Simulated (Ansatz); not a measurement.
ScTlP$_{2}$S$_{7}$:
```
CELL_PARAMETERS angstrom
      4.33542     4.92973     0.00000
     -4.33542     4.92973     0.00000
     -0.88151     0.00000     6.21690
ATOMIC_POSITIONS crystal
  Sc 0.55269 0.55269 0.00000
  Tl 0.16492 0.16492 0.50000
  P  0.10145 0.70656 0.09066
  P  0.70656 0.10145 0.90934
  S  0.35742 0.69442 0.29954
  S  0.69442 0.35742 0.70046
  S  0.57776 0.17675 0.17496
  S  0.17675 0.57776 0.82504
  S  0.03357 0.03357 0.00000
  S  0.87724 0.60216 0.25037
  S  0.60216 0.87724 0.74963
```

Relaxed with r²SCAN+D4.

Map the valence electron density (e/Å³), cut off at 0.5 on the plane through (0.553, 0.553, 0.000) spanned by u = [0, 0, 1] and v = [1, 1, 0] in lattice vectors, from the program Ansatz at the r²SCAN+D4 level (PAW).

x is the fraction of u, y of v (the angle between them is 90°; rows are the nearest grid lines); atoms in the plane: Sc at (0.00, 0.00), Tl at (0.50, 0.61), S at (0.00, 0.48).
```
y \ x   0.000  0.0968  0.194  0.258  0.355  0.452  0.548  0.645  0.742  0.806  0.903   1.00
------  -----  ------  -----  -----  -----  -----  -----  -----  -----  -----  -----  -----
1.00    0.500   0.500  0.142  0.117  0.095  0.050  0.050  0.095  0.117  0.142  0.500  0.500
0.925   0.500   0.385  0.100  0.103  0.090  0.051  0.051  0.090  0.103  0.100  0.385  0.500
0.850   0.080   0.075  0.059  0.046  0.034  0.024  0.024  0.034  0.046  0.059  0.075  0.080
0.775   0.043   0.043  0.034  0.027  0.032  0.055  0.055  0.032  0.027  0.034  0.043  0.043
0.700   0.019   0.019  0.021  0.040  0.228  0.500  0.500  0.228  0.040  0.021  0.019  0.019
0.625   0.102   0.070  0.042  0.086  0.500  0.500  0.500  0.500  0.086  0.042  0.070  0.102
0.550   0.500   0.500  0.157  0.093  0.443  0.500  0.500  0.443  0.093  0.157  0.500  0.500
0.450   0.500   0.500  0.229  0.065  0.031  0.052  0.052  0.031  0.065  0.229  0.500  0.500
0.375   0.450   0.271  0.075  0.030  0.011  0.007  0.007  0.011  0.030  0.075  0.271  0.450
0.300   0.076   0.074  0.072  0.062  0.031  0.011  0.011  0.031  0.062  0.072  0.074  0.076
0.225   0.068   0.120  0.221  0.213  0.092  0.024  0.024  0.092  0.213  0.221  0.120  0.068
0.150   0.096   0.160  0.252  0.219  0.086  0.023  0.023  0.086  0.219  0.252  0.160  0.096
0.0750  0.500   0.412  0.120  0.094  0.050  0.022  0.022  0.050  0.094  0.120  0.412  0.500
0.000   0.500   0.500  0.142  0.117  0.095  0.050  0.050  0.095  0.117  0.142  0.500  0.500
```

The density is the valence pseudo-density with augmentation charge, so density and ELF within about 1 Å of a nucleus are not all-electron values.

Space group C2. The first step of the workflow began from a Materials Project structure, measured or hypothetical; the Crystallography Open Database copy checked does not list it. Whether it is the stable phase at ambient conditions was not checked. The cell was relaxed with r²SCAN+D4 under the symmetry of its start; its stability against distortions is not shown here. No spin polarisation was allowed. Scalar-relativistic: spin–orbit coupling is off unless named, which matters more the heavier the elements.

Potentials: the later of the program's two PAW sets.
